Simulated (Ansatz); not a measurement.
Relaxation of a relaxed Sb cell with every coordinate shifted by Gaussian noise of σ = 0.2 Å; 2 atoms in the cell, which starts as P-1 (No. 2), aP2; a = 4.341 Å, b = 4.341 Å, c = 4.611 Å, α = 61.92°, β = 61.92°, γ = 60.00°. These are r2SCAN (plane waves to 500 eV, PAW, scalar-relativistic; Ansatz, a quantum-chemistry and plane-wave program) values and carry that method's errors. Γ-centred k-mesh 9×9×9 on the run's cell (coarser than for final values), Fermi–Dirac smearing 0.05 eV. This is the first round of the run. 

The optimiser's lines from the output (shortened; P is positive under compression):

```
relax step   1: F+E_penalty+E_count = -12996.95080938 eV  Δ(F+E_penalty+E_count) = +0.000e0 eV  max|allowed force component| = 4.427e0 eV/Å  Δτ_max = 0.0000 Å  P = +12.182 GPa  Ω = 63.170 Å³  (7 SCF iters, dr2 threshold 1.00e-7 eV, accepted)
relax step   2: F+E_penalty+E_count = -12998.19930019 eV  Δ(F+E_penalty+E_count) = -1.248e0 eV  max|allowed force component| = 4.770e-1 eV/Å  Δτ_max = 0.1917 Å  P = -0.340 GPa  Ω = 64.529 Å³  (7 SCF iters, dr2 threshold 2.00e-7 eV, accepted)
relax step   3: F+E_penalty+E_count = -12998.23305499 eV  Δ(F+E_penalty+E_count) = -3.375e-2 eV  max|allowed force component| = 3.211e-1 eV/Å  Δτ_max = 0.0370 Å  P = -0.083 GPa  Ω = 63.255 Å³  (6 SCF iters, dr2 threshold 2.00e-7 eV, accepted)
relax step   4: F+E_penalty+E_count = -12998.24748613 eV  Δ(F+E_penalty+E_count) = -1.443e-2 eV  max|allowed force component| = 1.484e-1 eV/Å  Δτ_max = 0.0299 Å  P = +0.205 GPa  Ω = 62.499 Å³  (7 SCF iters, dr2 threshold 2.00e-7 eV, accepted)
relax step   5: F+E_penalty+E_count = -12998.25634040 eV  Δ(F+E_penalty+E_count) = -8.854e-3 eV  max|allowed force component| = 8.635e-2 eV/Å  Δτ_max = 0.0581 Å  P = +0.332 GPa  Ω = 63.167 Å³  (8 SCF iters, dr2 threshold 2.00e-7 eV, accepted)
relax step   6: F+E_penalty+E_count = -12998.25768121 eV  Δ(F+E_penalty+E_count) = -1.341e-3 eV  max|allowed force component| = 1.009e-2 eV/Å  Δτ_max = 0.0082 Å  P = +0.009 GPa  Ω = 63.305 Å³  (5 SCF iters, dr2 threshold 2.00e-7 eV, accepted)
relax step   7: F+E_penalty+E_count = -12998.25776251 eV  Δ(F+E_penalty+E_count) = -8.130e-5 eV  max|allowed force component| = 4.770e-4 eV/Å  Δτ_max = 0.0020 Å  P = +0.005 GPa  Ω = 63.230 Å³  (4 SCF iters, dr2 threshold 3.89e-8 eV, accepted)
relax step   8: F+E_penalty+E_count = -12998.25776497 eV  Δ(F+E_penalty+E_count) = -2.458e-6 eV  max|allowed force component| = 7.385e-5 eV/Å  Δτ_max = 0.0001 Å  P = -0.000 GPa  Ω = 63.233 Å³  (4 SCF iters, dr2 threshold 1.74e-9 eV, accepted)
relax step   9: F+E_penalty+E_count = -12998.25776786 eV  Δ(F+E_penalty+E_count) = -2.894e-6 eV  max|allowed force component| = 7.299e-5 eV/Å  Δτ_max = 0.0000 Å  P = -0.003 GPa  Ω = 63.233 Å³  stress off target by 4.23e-3 GPa  SCF on the basis re-selected at this cell (its energy is not comparable with the rows above)  (4 SCF iters)
```

From the first to the last row the energy changes by -0.65 eV/atom and the volume by +0.1 %. The last row is marked as not comparable with the walk above it, whose basis was carried along; it does compare with step 1, since both stand on a basis selected at the nominal cutoff for their own cell.

Later rounds, restarted from the end of this one on a renewed k-mesh, logged 4 more steps and released under 0.01 eV/atom more. The final structure after all rounds: R-3m, hexagonal axes (No. 166), hR2, AFLOW prototype A_hR2_166_c (A7, as in As); a = b = 4.3408 Å, c = 11.6151 Å, α = β = 90.00°, γ = 120.00°. Between re-selections the logged energies stand on a plane-wave basis carried along with the cell. No spin polarisation in the result.

The run could not lose the symmetry of its start.
